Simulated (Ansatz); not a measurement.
Ti (β-Sn type, I4_1/amd) under volume change, DFT-PBE in the program Ansatz with PAW potentials, shape and atoms relaxed at each volume.

```csv
V (Å³/atom),E − E(relaxed) (meV/atom),P (GPa)
15.884,47.5,10.38
16.408,20.1,6.44
16.932,___,___
17.455,0.0,0.01
17.979,___,___
18.503,16.7,-4.89
19.026,36.0,-6.88
```

Problem. Some entries are withheld; supply them.

Solution. 
- 16.932, E − E(relaxed) (meV/atom): 4.8
- 16.932, P (GPa): 3.01
- 17.979, E − E(relaxed) (meV/atom): 4.3
- 17.979, P (GPa): -2.61

Problem. What does a third-order Birch–Murnaghan fit give for V₀, B₀ and B′?

Solution. V₀ = 17.46 Å³/atom, B₀ = 93.1 GPa, B′ = 3.5.

The cell is a constructed one: a structure type filled with these elements; neither database checked (COD, Materials Project) lists it. It is not the phase usual at ambient conditions (space group No. 194). The cell was relaxed with PBE under the symmetry of its start. At this level the phase is dynamically unstable (imaginary phonons). The run is not spin-polarised.

Potentials: the later of the program's two PAW sets.
